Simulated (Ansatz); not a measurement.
# ZnS with Na replacing Zn: do the settings matter for the field gradients?

Cell: a supercell of ZnS (space group P6_3mc) built from a structure deposited in the COD, with all atoms left at the host's positions.

Space group P31m (No. 157); a = 6.6211, c = 12.5200 Å, γ = 120.00°.

```
site  Wyckoff  site symmetry       x       y       z
  Na       1a            3.m  0.0000  0.0000  0.0000
 Zn2       2b            3..  0.3333  0.6667  0.0000
 Zn4       1a            3.m  0.0000  0.0000  0.5000
 Zn5       2b            3..  0.3333  0.6667  0.5000
 Zn7       3c            ..m  0.3333  0.3333  0.2500
Zn10       3c            ..m  0.3333  0.0000  0.7500
 S13       1a            3.m  0.0000  0.0000  0.1875
 S14       2b            3..  0.3333  0.6667  0.1875
 S16       1a            3.m  0.0000  0.0000  0.6875
 S17       2b            3..  0.3333  0.6667  0.6875
 S19       3c            ..m  0.3333  0.3333  0.4375
 S22       3c            ..m  0.3333  0.0000  0.9375
```

One atom of each set is listed.

Reference run. Computed with Ansatz: DFT, PBE, plane waves and PAW, scalar-relativistic, 420 eV cutoff, Γ-centred 3×3×2 k-points, Fermi–Dirac smearing 0.01 eV, cell charge -1.

Problem. The input is changed as follows: `kpoints.mp_grid.grid`: [3, 3, 2] → [4, 4, 3]. What happens to V_zz (10²¹ V/m²) and η?

Solution. 

| site | V_zz reference | η reference | V_zz changed | η changed |
| --- | --- | --- | --- | --- |
| Na | 0.20 | 0.00 | 0.20 | 0.00 |
| Zn2 | 1.90 | 0.00 | 1.89 | 0.00 |
| Zn4 | -0.28 | 0.00 | -0.29 | 0.00 |
| Zn5 | -0.32 | 0.00 | -0.34 | 0.00 |
| Zn7 | -1.04 | 0.57 | -1.03 | 0.55 |
| Zn10 | -1.55 | 0.11 | -1.57 | 0.11 |
| S13 | -8.87 | 0.00 | -8.90 | 0.00 |
| S14 | -0.61 | 0.00 | -0.64 | 0.00 |
| S16 | 0.42 | 0.00 | 0.40 | 0.00 |
| S17 | 0.33 | 0.00 | 0.30 | 0.00 |
| S19 | -0.80 | 0.06 | -0.83 | 0.07 |
| S22 | -9.38 | 0.34 | -9.37 | 0.34 |

The largest change of V_zz is on S13, from -8.87 to -8.90. In per cent, |V_zz| changes by -1 to +1 on Zn, 0 to +5 on S (all sites that start above 0.5). SCF iterations: 10 and 10.

On the reference run: The defect repeats with the cell of 24 atoms, so it feels its images: sites between two images don't show the values beside a lone defect, and zeros or small values of η there can come from the images' arrangement. S and Zn carry a gradient in the pure host already, so the values there aren't the defect's effect alone. A uniform background compensates the cell's charge. The neighbours have not yet relaxed around the defect (largest force 1.9 eV/Å), so a real crystal will differ.
